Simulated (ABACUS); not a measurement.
# Parameter sweep on InSe (P-6m2, 8 atoms in the cell; from Materials Project mp-1079260)

```xyz
8
Lattice="4.0473 0.0000 0.0000 -2.0237 3.5051 0.0000 0.0000 0.0000 18.0521" Properties=species:S:1:pos:R:3 pbc="T T T"
In     0.0000     0.0000    10.4231
In     0.0000     0.0000     7.6290
In     0.0000     2.3367    16.6550
In     0.0000     2.3367     1.3970
Se     2.0237     1.1684    15.3984
Se     2.0237     1.1684     2.6537
Se     0.0000     2.3367    11.6800
Se     0.0000     2.3367     6.3720
```

Base run A: PBEsol, PseudoDojo 0.4 standard norm-conserving PBEsol (tails mended) pseudopotentials in ABACUS, self-consistent single point.

Its settings: KPT = Gamma 3 3 1 0 0 0; basis_type = pw; ecutwfc = 86 Ry; smearing_method = gaussian; smearing_sigma = 0.00367493 Ry; potentials = PseudoDojo 0.4 standard norm-conserving PBEsol (tails mended); symmetry = 1; ks_solver = dav_subspace; scf_nmax = 100; scf_thr = 1.0e-09 Ry; mixing_type = broyden.

The structure comes from a collection of computed structures, made at another level of theory; the collection holds predicted forms beside known ones.

ΔF is the free energy per atom less that of run A. 

A variant of run A gave: the free energy rises by 8.3 meV/atom, the pressure goes from 0.12 to -0.54 GPa and the largest force goes from 0.077 to 0.893 eV/Å.

Question: What was changed between the two runs?
A) atom 7 moved by +0.08 angstrom along z
B) atom 7 moved by +0.15 angstrom along z
C) atom 7 moved by +0.04 angstrom along z
D) atom 7 moved by -0.15 angstrom along z

Answer: B, atom 7 moved by +0.15 angstrom along z. That run gave: ΔF (meV/atom) 8.3; pressure (GPa) -0.54; largest force (eV/Å) 0.893.

The base and the other variants:

```csv
change,ΔF (meV/atom),pressure (GPa),largest force (eV/Å)
base,0.00,0.12,0.077
atom 7 moved by -0.15 angstrom along z,8.6,0.87,0.941
atom 7 moved by -0.08 angstrom along z,2.5,0.51,0.549
atom 7 moved by -0.04 angstrom along z,0.65,0.31,0.313
atom 7 moved by +0.04 angstrom along z,0.56,-0.07,0.236
atom 7 moved by +0.08 angstrom along z,2.3,-0.25,0.478
```

“Tails mended”: in these copies of the files the far tail of each local potential was reset to the Coulomb form.
